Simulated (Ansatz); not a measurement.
SrGaSi in space group P-6m2 (No. 187; Sr on 1a, Ga on 1d, Si on 1f), the program Ansatz at the PBE level (PAW), all energies at zero smearing, with the estimated change up to a 700 eV cutoff added, with one set of potentials and settings (totals compare only within such a set). Cell of 3 atoms (1 Sr, 1 Ga, 1 Si): -7964.430 eV.

| element | reference phase | E (eV/atom) |
|---|---|---|
| Sr | C2/m, 3 atoms in the cell | -3544.2201 |
| Ga | Cmce, 4 atoms in the cell | -3783.0209 |
| Si | Fd-3m, 2 atoms in the cell | -635.8096 |

Formation energy per atom, worked out: (-7964.430 − 1×(-3544.2201) − 1×(-3783.0209) − 1×(-635.8096))/3 = -0.460 eV/atom (-44 kJ per mol of atoms), at 0 K, without zero-point energy or fitted corrections.

The first step of the workflow began from a Materials Project structure, measured or hypothetical; the Crystallography Open Database copy checked does not list it. With Ga and Si taken as one species the cell has the higher symmetry P6/mmm, so it may be an ordered model of a mixed-site phase. Whether it is the stable phase at ambient conditions was not checked. The cell was relaxed with PBE under the symmetry of its start; whether a distortion lowers the energy is not shown. The references are the lowest solids computed at this level, not always the standard phases.

Potentials: the later of the program's two PAW sets.
